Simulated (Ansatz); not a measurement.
Given:

VBiO₄:
```xyz
12
Lattice="-3.6517 3.6517 3.2208 3.6517 -3.6517 3.2208 3.6517 3.6517 -3.2208" Properties=species:S:1:pos:R:3 pbc="T T T"
V      3.6517     0.0000     1.6104
V      0.0000     0.0000     3.2208
Bi     0.0000     0.0000     0.0000
Bi     0.0000     3.6517     1.6104
O      2.3294     3.6517     1.0892
O      3.6517    -1.3223     2.6996
O      1.3223     0.0000     4.3100
O      3.6517     1.3223     2.6996
O      2.3294     0.0000     0.5211
O      0.0000     1.3223     2.1315
O      4.9740     0.0000     0.5211
O      3.6517     2.3294    -1.0892
```

This is the r²SCAN-relaxed structure.

All from the program Ansatz at the r²SCAN level (PAW), unless another level is named. Give the electron effective mass with spin–orbit coupling.

0.44, 14, 14 mₑ (principal values).

Next, the weight of the valence-edge state by species (Voronoi cells)?

O 74 %, Bi 21 %, V 5 %.

Next, the conduction-band minimum?

on the Γ–Z line, 72 % of the way from Γ (2 equivalent valleys).

Give the weight of the conduction-edge state by species (Voronoi cells).

V 71 %, O 19 %, Bi 10 %.

Space group I4_1/amd. The workflow started from a Materials Project entry (that database holds measured and hypothetical structures alike); the Crystallography Open Database files this formula in space group No. 141, but the cells were not matched. It is not the phase usual at ambient conditions (space group No. 88). Symmetry was held in the r²SCAN relaxation; its stability against distortions is not shown here. The run is not spin-polarised. No Hubbard U is applied. Scalar-relativistic: spin–orbit coupling is off unless named, which matters more the heavier the elements.

Potentials: the later of the program's two PAW sets.

Edges and masses are those of Kohn–Sham bands, whose gap is no quasiparticle gap.
